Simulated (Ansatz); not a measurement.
SiGe in space group Pmma (No. 51; Si on 2e, Ge on 2f) at seven volumes, r²SCAN in the plane-wave PAW code Ansatz, shape and atoms relaxed at each. One row is withheld.

```json
[
 {"V (Å³/atom)": "19.434", "P (GPa)": "9.83"},
 {"V (Å³/atom)": "20.075", "P (GPa)": "6.01"},
 {"V (Å³/atom)": "20.716", "P (GPa)": "2.76"},
 {"V (Å³/atom)": "21.356", "P (GPa)": "0.00"},
 {"V (Å³/atom)": "21.997", "P (GPa)": "?"},
 {"V (Å³/atom)": "22.638", "P (GPa)": "-4.32"},
 {"V (Å³/atom)": "23.278", "P (GPa)": "-5.99"}
]
```

Problem. Fit the shown pressures and predict the withheld one.

Solution. P = (3/2)B₀(x^(7/2) − x^(5/2))[1 + (3/4)(B′ − 4)(x − 1)] with x = (V₀/V)^(2/3). Least squares on the six rows gives V₀ = 21.358 Å³/atom, B₀ = 84.4 GPa, B′ = 4.46. At V = 21.997, x = 0.9805 and P = -2.33 GPa. The run itself gave -2.34 GPa.

The start of the workflow was typed in or built on a structure type; neither database checked (COD, Materials Project) lists it. Its standing as an ambient phase is unchecked. The cell was relaxed with r²SCAN under the symmetry of its start; its stability against distortions is not shown here.

Potentials: the later of the program's two PAW sets.
